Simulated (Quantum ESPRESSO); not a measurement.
# Where does Cl sit best among F sites?

These are calculations, not measurements. They come from pw.x of Quantum ESPRESSO 7.5, a plane-wave density functional program, with PseudoDojo standard norm-conserving files (v0.5 for PBE, v0.4.1 for LDA and PBEsol). The cells are made up: elements, strain and atom displacements were drawn at random, and nothing was relaxed. There is no spin polarisation, spin-orbit coupling or dispersion term.

The cell has 12 sites of a fluorite lattice. Sites 1 to 4 hold Zn Zn Zn Zn; sites 5 to 12 hold F F X X X F X F. Cell vectors in Å: (5.011, 0.000, 0.000); (0.000, 5.011, 0.000); (0.000, 0.000, 5.011). Settings: PBE, cutoff 1143 eV, 4 x 4 x 4 k mesh shifted by half a step, Fermi-Dirac smearing of 0.025 eV.

In each run one of the sites marked X holds Cl and the others hold F; cell and positions stay the same. E is the free energy of the cell.

```
site of the guest,first shell,mean distance (Å),E above the lowest (eV),P (GPa),force on the guest (eV/Å)
7,Zn4,2.139,0.287,21.51,0.611
8,Zn4,2.167,0.059,20.89,0.742
9,Zn4,2.174,0.000,20.74,0.421
11,Zn4,2.164,0.081,20.96,0.249
```

A rerun of one of these cells at 1437 eV and k mesh 6 x 6 x 6 moved values by no more than 0.003 eV in the cell's energy, 0.02 GPa in stress and 0.002 eV/Å in force.

## Reading the table

Site 9 is lowest, by 0.059 eV, over three times the rerun's bound. A straight line of energy against the mean distance has a slope of -8.2 ± 0.1 eV/Å, so the guest costs less on the roomier sites. The positions are random and not relaxed, so the differences hold for this frozen cell and are not site preferences of a real crystal.